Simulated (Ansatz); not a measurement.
**Lu$_{2}$AlSb$_{2}$, a known structure type with other elements, at an estimated volume**

```
CELL_PARAMETERS angstrom
0.00000 0.00000 4.41374
4.64210 -3.12304 2.20687
4.64210 3.12304 -2.20687
ATOMIC_POSITIONS crystal
Lu 0.50000 0.71113 0.71113
Lu 0.50000 0.28887 0.28887
Sb 0.78930 0.71070 0.28930
Sb 0.21070 0.28930 0.71070
Al 0.00000 0.00000 0.00000
```

Single point in Ansatz 0.2.0 with PBE, no spin polarisation. Cutoff 420 eV, PAW datasets, 7×7×7 Γ-centred k mesh, cold filling (width 0.0161 eV).

- Electronic structure: It is a metal, with about 2.7 states/eV a cell as the mean within 0.25 eV of the Fermi level, mostly Lu d (47 %) and Sb p (16 %).
- Contacts: Sb–Sb at 2.63 Å: least valence density 0.45 e/Å³ and ELF 0.47 there. Lu–Sb at 3.23 Å: least valence density 0.16 e/Å³ and ELF 0.16 there. Lu–Al at 3.47 Å: least valence density 0.11 e/Å³ and ELF 0.23 there. Sb–Al at 2.85 Å is left out, since its least density falls inside a PAW sphere. Both are smooth PAW fields, read partly inside the augmentation spheres.
- Charges: Bader charges in e: Lu +1.34, Al +0.17, Sb -1.42. In the mean Lu gives up most and Sb takes most.
- Forces: The largest is on Sb3 (and as large on other atoms): 2.48 eV/Å, components (0.00, -2.48, 0.00). It makes 180° with the line to a nearest neighbour, Sb4 at 2.63 Å, pointing away from it.

Origin: a known structure type with other elements, at an estimated volume, so it need not be a known compound. Caveats: atoms or cell far from equilibrium.
